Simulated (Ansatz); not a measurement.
An Ansatz (a first-principles code) run. Input:

Ansatz 0.2 input:
```yaml
crystal:
  lattice:
    - [3.4842184353, 0.0, 0.0]
    - [-1.7421092176, 3.0174216773, 0.0]
    - [0.0, 0.0, 4.1857073411]
  atoms:
    - { symbol: Mg, position: [0.6666666667, 0.3333333333, 0.75] }
    - { symbol: Mg, position: [0.3333333333, 0.6666666667, 0.25] }
    - { symbol: O, position: [0.6666666667, 0.3333333333, 0.25] }
    - { symbol: O, position: [0.3333333333, 0.6666666667, 0.75] }
kpoints:
  mp_grid: { grid: [9, 9, 7] }
hamiltonian:
  xc: r2scan
  pseudopotentials: { kind: paw }
scf:
  occupations: { method: fixed }
checkpoint: { read: static.run }
output: { bader: true, populations: true }
```

Output (shortened):

```
Pseudopotential: Mg, paw, valence charge 10
Pseudopotential: O, paw, valence charge 6
Functional definition: r2SCAN
Crystal: 4 atoms, lattice volume = 44.006 Å³
Basis set: ecut = 500 eV, 1131 PW (Γ), exchange–correlation on 108×108×128 points (64 copies of the dense FFT grid, shifted against one another)
Bands: 20, of which v1, the nominal top of the filled ones, is band 16 counted from 1 (15 counted from 0)
Symmetry: 24 space group operations
Space group: P63/mmc (ITA 194), of the structure as read, at distance tolerance 3.5e-5 Å
k-points: 48 of 567
Stability of the state it starts from, as read at its close in the unpolarized treatment …
iter 1 solved again at ethr=3.68e-8 eV; its pass at ethr=3.10e-3 eV (dr2=1.18e-5 eV) is discarded
SCF iter   1: F=—  HF=-4996.421936 eV  |F-HF|=—  |Δ(HF+E_count)|=         —  Δρ=2.42e-7  dr2=1.56e-11  dr2_τ=1.93e-12  ethr=3.68e-8  ⟨swp⟩=3.1  Hψ=6713  notcnv=0  defer=96
preconditioner: auto → Resta (q_TF=auto, 2.587 Å⁻¹)
SCF iter   2: F=-4996.421936 eV  HF=-4996.421936 eV  |F-HF|=3.64e-12  |Δ(HF+E_count)|=   1.72e-8  Δρ=1.76e-7  dr2=7.45e-12  dr2_τ=2.83e-12  ethr=1.00e-12  ⟨swp⟩=7.7  Hψ=4073  notcnv=0
SCF 1 converged in 2 iterations: F = -4996.421936 eV  dr2 = 7.45e-12
SCF converged after 2 iterations
Free energy (F): -4996.421936 eV
Harris-Foulkes:  -4996.421936 eV  (|F-HF|=3.64e-12)
Internal energy: -4996.421936 eV  (E = F + TS)
E sigma→0 (E₀):  -4996.421936 eV
Fermi energy:    5.790312 eV
--- Per-component energies (eV) ---
  E_band       = -685.216370
  E_kinetic    = 511.734995
  E_local      = -3652.161492  (includes V_loc(G=0)·N_el)
  E_nonlocal   = 285.309691
  E_hartree    = 1302.992690
  E_xc         = -205.648312
  E_vxc        = -297.138524  (∫ρ·V_xc dr)
  E_paw        = -911.683637  (= ΣΔE_a)
  E_vpaw       = -158.419680  (= ΣTr[D̂ρ^β])
  E_aug_tail   = 0.002057  (compensation charges beyond the density's cutoff)
  E_vtau       = 19.471149  (kinetic-family band-sum trace: ∫τ·v_τ [+ j·A + Jᵃ·Aᵃ] dr)
  E_ewald      = -2326.851630
  E_core_change = -0.116298  (= ΣΔE_core)
  E_smearing   =  0.000000  (= −TS)
  E_closure    = 0.000000  (closes the sum)
  Σ components = -4996.421936   (vs F -4996.421936, Δ=0.00e0)
  [band-id]    e_kinetic+e_local+e_nonlocal+2·e_hartree+e_vxc+e_vpaw+e_augmentation_tail+e_vtau = -685.216425   (vs E_band -685.216370, Δ=-5.47e-5)
--- Band table (eV; the first three rows and the last of 48) ---
  k-point 0: bands = ["-69.0700", "-69.0584", "-34.2130", "-34.1927", "-34.1927", "-34.1663", "-34.1663", "-34.1395", "-12.1053", "-10.7430", "2.1365", "4.0322", "4.0322", "4.9540", "4.9540", "5.7903", "9.8830", "16.2114", "18.9573", "19.2893"]
  k-point 1: bands = ["-69.0694", "-69.0589", "-34.2099", "-34.1914", "-34.1914", "-34.1676", "-34.1676", "-34.1437", "-12.0358", "-10.8067", "2.2303", "4.0743", "4.0743", "4.9048", "4.9048", "5.4237", "10.2782", "15.7623", "19.2104", "19.2104"]
  k-point 2: bands = ["-69.0678", "-69.0605", "-34.2009", "-34.1877", "-34.1877", "-34.1712", "-34.1712", "-34.1551", "-11.8414", "-10.9883", "2.5253", "4.1942", "4.1942", "4.6237", "4.7689", "4.7689", "11.1957", "14.7526", "19.1770", "19.1770"]
  k-point 47: bands = ["-69.0633", "-69.0633", "-34.2230", "-34.2230", "-34.1929", "-34.1838", "-34.1491", "-34.1491", "-11.0834", "-11.0834", "2.2364", "2.2364", "3.0219", "3.6074", "5.3496", "5.3496", "14.4345", "14.8553", "17.6228", "17.6228"]
--- Löwdin populations: 4 sites ---
  site symbol       q [e]
     0     Mg      8.4330
     1     Mg      8.4330
     2      O      7.4283
     3      O      7.4283
  spilling = 0.008671 (of n_electrons = 32.000000)
--- Bader charges: 4 sites ---
  site symbol  charge [e]  shift [e]
     0     Mg      1.7380     0.0057
     1     Mg      1.7380     0.0057
     2      O     -1.7380     0.0057
     3      O     -1.7380     0.0057
  shift: an alarm, by how much a part of what the PAW files miss would move the charge. Where it is large, compare
  with a run on PAW files of another source; a small one proves nothing
  estimated error of the sums over rays = 3.0e-4 e
```

Cost: about 40 core-seconds (a rough figure) on shared cores.

Space group P6_3/mmc. The workflow started from a Materials Project entry (that database holds measured and hypothetical structures alike); the Crystallography Open Database copy checked does not list it. It is not the phase usual at ambient conditions (space group No. 225). The cell was relaxed with r²SCAN under the symmetry of its start; its stability against distortions is not shown here.

Potentials: the later of the program's two PAW sets.

Ansatz is a plane-wave DFT program.
